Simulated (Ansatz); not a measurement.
## OsRu (P-6m2), axial (c/a) deformation path

The calculation used Ansatz 0.2.0, DFT PBEsol, scalar-relativistic, plane waves, PAW. Settings: plane waves to 420 eV, k-mesh 24×24×12 (Γ-centred), Gaussian smearing 0.15 eV. Spin–orbit coupling is left out, which can shift energies with elements as heavy as these. No spin polarisation. Energies are free energies at this smearing, counted from the undisturbed cell; pressure is positive in compression.

The starting cell (as given, not relaxed at this level; it stands at -6.5 GPa, and it needn't be the usual structure):

```xyz
2
Lattice="2.7270 0.0000 0.0000 -1.3635 2.3617 0.0000 0.0000 0.0000 4.3003" Properties=species:S:1:pos:R:3 pbc="T T T"
Ru    0.0000    1.5744    0.0000
Os    1.3635    0.7872    2.1502
```

At fixed volume and fractional coordinates, lengths along (0.000, 0.000, 1.000) are scaled against those across it; ρ is that ratio over its starting value. The cell is metallic on the mesh throughout.

| ρ | ΔE (meV/atom) |
| --- | --- |
| 0.850 | 356.9 |
| 0.920 | 103.3 |
| 0.960 | 26.1 |
| 1.000 | 0.0 |
| 1.100 | 133.2 |
| 1.200 | 482.0 |

**Question.** Predict the pressure (GPa) at each point.

**Answer.**
| ρ | pressure (GPa) |
| --- | --- |
| 0.850 | 5.9 |
| 0.920 | -2.4 |
| 0.960 | -5.2 |
| 1.000 | -6.5 |
| 1.100 | -3.7 |
| 1.200 | 6.7 |